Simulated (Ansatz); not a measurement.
Method: DFT PBEsol, scalar-relativistic, plane waves, PAW in Ansatz.

Structure of In2Ni3S2:

```xyz
7
Lattice="2.6601 1.5358 4.4642 -2.6601 1.5358 4.4642 0.0000 -3.0716 4.4642" Properties=species:S:1:pos:R:3 pbc="T T T"
In    0.0000    0.0000    6.6963
In    0.0000    0.0000    0.0000
Ni    1.3300    0.7679    2.2321
Ni   -1.3300    0.7679    2.2321
Ni    0.0000   -1.5358    2.2321
S     0.0000    0.0000    9.6626
S     0.0000    0.0000    3.7299
```

Cutoff 420 eV; k points 12×12×12 on the computed 7-atom cell (Γ-centred); Gaussian smearing, width 0.10 eV; no spin polarisation.

Levels along Γ–T–H2 | H0–L–Γ–S0 | S2–F–Γ, in eV from the Fermi level, sorted by energy at each point. Points in fractions of the primitive reciprocal vectors: Γ (0.000 0.000 0.000), T (0.500 0.500 0.500), H2 (0.754 0.246 0.500), H0 (0.500 -0.246 0.246), L (0.500 0.000 0.000), S0 (0.373 -0.373 0.000), S2 (0.627 0.000 0.373), F (0.500 0.000 0.500).
```
point k (1/Å, with 2π) band 44  band 45  band 46  band 47  band 48  band 49  band 50
    Γ             0.000    -1.32    -1.32    -0.69    -0.30    -0.30     0.57     0.64
    -             0.101    -1.32    -1.32    -0.69    -0.25    -0.25     0.61     0.85
    -             0.201    -1.30    -1.30    -0.69    -0.10    -0.10     0.72     1.43
    -             0.302    -1.01    -1.01    -0.69     0.08     0.08     0.93     2.23
    -             0.402    -0.70    -0.70    -0.69     0.25     0.25     1.27     3.04
    -             0.503    -0.69    -0.40    -0.40     0.37     0.37     1.70     3.29
    -             0.603    -0.69    -0.17    -0.17     0.44     0.44     2.08     3.39
    T             0.704    -0.69    -0.09    -0.09     0.46     0.46     2.21     3.70
    -             0.790    -0.73    -0.15    -0.12     0.37     0.57     2.37     3.48
    -             0.875    -0.83    -0.35    -0.16     0.26     0.84     2.64     3.18
    -             0.961    -0.96    -0.60    -0.16     0.21     1.21     2.77     2.87
    -             1.047    -1.08    -0.81    -0.13     0.18     1.66     2.58     2.71
    -             1.133    -1.19    -0.94    -0.07     0.16     2.06     2.43     2.59
    -             1.219    -1.24    -1.02    -0.01     0.11     2.01     2.50     2.89
   H2             1.305    -1.25    -1.06     0.04     0.05     1.95     2.44     3.49
   H0             1.305    -1.25    -1.06     0.04     0.05     1.95     2.44     3.49
    -             1.388    -1.19    -1.03    -0.02     0.09     2.01     2.42     3.09
    -             1.470    -1.21    -0.93    -0.05     0.18     2.17     2.35     2.54
    -             1.553    -1.24    -0.82    -0.04     0.32     1.88     2.38     2.39
    -             1.636    -1.28    -0.72     0.04     0.50     1.36     2.28     2.61
    -             1.719    -1.27    -0.60     0.10     0.70     0.97     2.13     2.77
    -             1.802    -1.27    -0.43     0.02     0.84     0.88     1.97     2.82
    L             1.885    -1.27    -0.23    -0.19     0.85     0.95     1.89     2.82
    -             1.988    -1.28    -0.28    -0.20     0.57     1.17     1.61     3.06
    -             2.091    -1.32    -0.43    -0.24     0.28     1.12     1.28     3.21
    -             2.194    -1.29    -0.68    -0.31     0.11     0.63     1.22     2.79
    -             2.297    -1.25    -0.92    -0.40     0.01     0.20     1.01     2.02
    -             2.400    -1.24    -1.10    -0.52    -0.11    -0.08     0.79     1.28
    -             2.503    -1.28    -1.25    -0.64    -0.26    -0.21     0.64     0.79
    Γ             2.606    -1.32    -1.32    -0.69    -0.30    -0.30     0.57     0.64
    -             2.732    -1.26    -1.22    -0.62    -0.23    -0.16     0.64     0.87
    -             2.857    -1.21    -1.10    -0.41    -0.13     0.30     0.77     1.55
    -             2.983    -1.19    -1.06    -0.05    -0.04     0.92     0.96     2.47
    -             3.109    -1.17    -1.06     0.02     0.47     0.91     1.67     2.38
    -             3.235    -1.15    -1.05     0.07     0.58     1.06     2.21     2.27
    -             3.361    -1.16    -1.02    -0.10     0.41     1.70     2.36     2.40
   S0             3.486    -1.18    -0.99    -0.37     0.57     1.93     2.46     2.56
   S2             3.486    -1.18    -0.99    -0.37     0.57     1.93     2.46     2.56
    -             3.529    -1.16    -0.99    -0.45     0.65     1.81     2.60     2.63
    -             3.572    -1.13    -0.99    -0.50     0.74     1.67     2.63     2.80
    -             3.615    -1.11    -0.99    -0.55     0.83     1.53     2.64     2.95
    -             3.658    -1.08    -1.00    -0.59     0.92     1.42     2.65     3.06
    -             3.701    -1.06    -1.01    -0.63     0.99     1.33     2.64     3.14
    -             3.744    -1.04    -1.02    -0.65     1.04     1.27     2.63     3.19
    F             3.787    -1.04    -1.02    -0.65     1.06     1.25     2.63     3.21
    -             3.905    -1.10    -0.94    -0.65     0.95     1.44     2.50     3.02
    -             4.023    -1.12    -0.93    -0.64     0.83     1.67     2.12     2.66
    -             4.142    -1.14    -1.00    -0.63     0.67     1.50     1.54     2.73
    -             4.260    -1.24    -1.09    -0.62     0.36     0.87     1.16     2.11
    -             4.378    -1.24    -1.16    -0.62     0.01     0.25     0.90     1.33
    -             4.496    -1.28    -1.25    -0.66    -0.23    -0.17     0.67     0.82
    Γ             4.614    -1.32    -1.32    -0.69    -0.30    -0.30     0.57     0.64
```

A ferromagnetic start lost its moments in a first run, so spin was left out; other magnetic orders weren't tried.

Cost: 1 run of about 5.8 core-minutes, on Arm Neoverse V2 (shared hosts).